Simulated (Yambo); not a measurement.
Yambo run on LiBH₄ (space group P6_3mc, No. 186). The wavefunctions are norm-conserving PBEsol (Quantum ESPRESSO, 76 Ry, without SOC) ones on a 3×3×2 mesh (10 occupied bands); a = 4.2028 Å, b = 4.2028 Å, c = 7.4201 Å, α = 90.00°, β = 90.00°, γ = 120.00°.

Yambo input:

```
rim_cut
gw0
dyson
el_el_corr
HF_and_locXC
ppa
em1d
RandQpts= 1000000
RandGvec= 1 Ry
EXXRLvcs= 76 Ry
VXCRLvcs= 304 Ry
Chimod= "HARTREE"
% BndsRnXp
 3 | 150 |
%
NGsBlkXp= 2 Ry
% LongDrXp
 1.0 | 1.0 | 1.0 |
%
PPAPntXp= 27.2114 eV
% GbndRnge
 1 | 150 |
%
GTermKind= "BG"
DysSolver= "n"
ExtendOut
% QPkrange
 1 | 1 | 10 | 11 |
%
```

k points by index: 1 = Γ.

Resulting energies as the program prints them:

```
#    K-point    Band    Eo [eV]    E [eV]    E-Eo [eV]    Vxc [eV]    Vnlxc [eV]    Sc|Eo [eV]    Sc|E [eV]    dSc/dw|Eo [eV]    Re(Z)    Im(Z)
#
    1    10    0.000000    -1.560557    -1.560557    -12.58245    -16.74699    2.288500    2.603982    -5.500545    0.831847    -0.001366
    1    11    6.743653    7.829444    1.085791    -8.044435    -3.769791    -3.002046    -3.188853    -4.681043    0.853222    -0.001218
```
(The two width columns are left out.) Convergence of these settings isn't established.

Geometry of the Materials Project entry, not relaxed at this level.

The structure is a Materials Project entry; no match was found in the copy of COD used, and its stability was not checked.
